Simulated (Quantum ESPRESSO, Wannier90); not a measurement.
**Tight-binding from DFT: ZrO2 (P4₂/nmc)**

```
begin unit_cell_cart
ang
    3.6001700000    0.0000000000    0.0000000000
    0.0000000000    3.6001700000    0.0000000000
    0.0000000000    0.0000000000    5.2251600000
end unit_cell_cart
begin atoms_frac
Zr   0.0000000000  0.0000000000  0.0000000000
Zr   0.5000000000  0.5000000000  0.5000000000
O    0.0000000000  0.5000000000  0.3017700000
O    0.0000000000  0.5000000000 -0.1982300000
O    0.5000000000  0.0000000000  0.1982300000
O    0.5000000000  0.0000000000 -0.3017700000
end atoms_frac
```

Materials Project entry mp-2574; symmetrised, unrelaxed at this level. COD (Crystallography Open Database) has the formula in 4 space groups, this one among them (matched by group alone). Method: PBE plane waves in Quantum ESPRESSO 7.5 (PseudoDojo norm-conserving files, 68 Ry, no spin polarisation, no spin-orbit coupling), Bloch states on a 8×8×6 mesh through Γ, Wannier90 4.0.1. Density: 8×8×6 mesh, cold smearing 0.01 Ry.

Bands 9-24 form an isolated set from -17.46 to 0.00 eV relative to the valence-band maximum (on the path) and are turned into 16 Wannier functions by minimising the spread from the start: sp3 on O.

Centres (Cartesian, Å; one of the equivalent choices) and spreads:

```json
[
 {"n": "1", "x": "0.396", "y": "1.802", "z": "1.848", "spread (Å²)": "0.955", "nearest atom": "O3"},
 {"n": "2", "x": "0.002", "y": "1.522", "z": "1.387", "spread (Å²)": "0.979", "nearest atom": "O3"},
 {"n": "3", "x": "-0.002", "y": "2.078", "z": "1.387", "spread (Å²)": "0.979", "nearest atom": "O3"},
 {"n": "4", "x": "-0.396", "y": "1.798", "z": "1.848", "spread (Å²)": "0.955", "nearest atom": "O3"},
 {"n": "5", "x": "0.002", "y": "2.196", "z": "-0.765", "spread (Å²)": "0.955", "nearest atom": "O4"},
 {"n": "6", "x": "0.278", "y": "1.798", "z": "-1.225", "spread (Å²)": "0.979", "nearest atom": "O4"},
 {"n": "7", "x": "-0.278", "y": "1.802", "z": "-1.225", "spread (Å²)": "0.979", "nearest atom": "O4"},
 {"n": "8", "x": "-0.002", "y": "1.404", "z": "-0.765", "spread (Å²)": "0.955", "nearest atom": "O4"},
 {"n": "9", "x": "1.802", "y": "0.278", "z": "1.225", "spread (Å²)": "0.979", "nearest atom": "O5"},
 {"n": "10", "x": "2.196", "y": "-0.002", "z": "0.765", "spread (Å²)": "0.955", "nearest atom": "O5"},
 {"n": "11", "x": "1.404", "y": "0.002", "z": "0.765", "spread (Å²)": "0.955", "nearest atom": "O5"},
 {"n": "12", "x": "1.798", "y": "-0.278", "z": "1.225", "spread (Å²)": "0.979", "nearest atom": "O5"},
 {"n": "13", "x": "2.078", "y": "0.002", "z": "-1.387", "spread (Å²)": "0.979", "nearest atom": "O6"},
 {"n": "14", "x": "1.802", "y": "-0.396", "z": "-1.848", "spread (Å²)": "0.955", "nearest atom": "O6"},
 {"n": "15", "x": "1.798", "y": "0.396", "z": "-1.848", "spread (Å²)": "0.955", "nearest atom": "O6"},
 {"n": "16", "x": "1.522", "y": "-0.002", "z": "-1.387", "spread (Å²)": "0.979", "nearest atom": "O6"}
]
```

Ω_I = 13.87 Å², Ω_total = 15.47 Å²; the interpolated bands follow pw.x to 0.1 meV rms on the path. It is the lowest total spread that any start reached here.
